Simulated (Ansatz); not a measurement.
TePt (CsCl type, space group No. 221), DFT-PBEsol in the program Ansatz with PAW potentials, all energies at zero smearing, with the estimated change up to a 700 eV cutoff added, with one set of potentials and settings (totals compare only within such a set). Cell of 2 atoms (1 Pt, 1 Te): -19286.699 eV.

```csv
element,reference phase,E (eV/atom)
Pt,"Fm-3m, 1 atoms in the cell",-12385.3838
Te,"P3_121, 3 atoms in the cell",-6901.6024
```

Formation energy per atom, worked out: (-19286.699 − 1×(-12385.3838) − 1×(-6901.6024))/2 = 0.143 eV/atom (14 kJ per mol of atoms), at 0 K, without zero-point energy or fitted corrections.

Space group Pm-3m (CsCl type). The start of the workflow was typed in or built on a structure type; neither database checked (COD, Materials Project) lists it. COD files the formula under space group No. 166, 194. Its standing as an ambient phase is unchecked. The cell was relaxed with PBEsol under the symmetry of its start; its stability against distortions is not shown here. No spin polarisation was allowed. The references are the lowest solids computed at this level, not always the standard phases. Spin–orbit coupling is left out wherever it is not named.

Potentials: the earlier of the program's two PAW sets. The files were generated under PBE; for other functionals the program regenerates the frozen cores, and for LDA and PBEsol the local potential too.
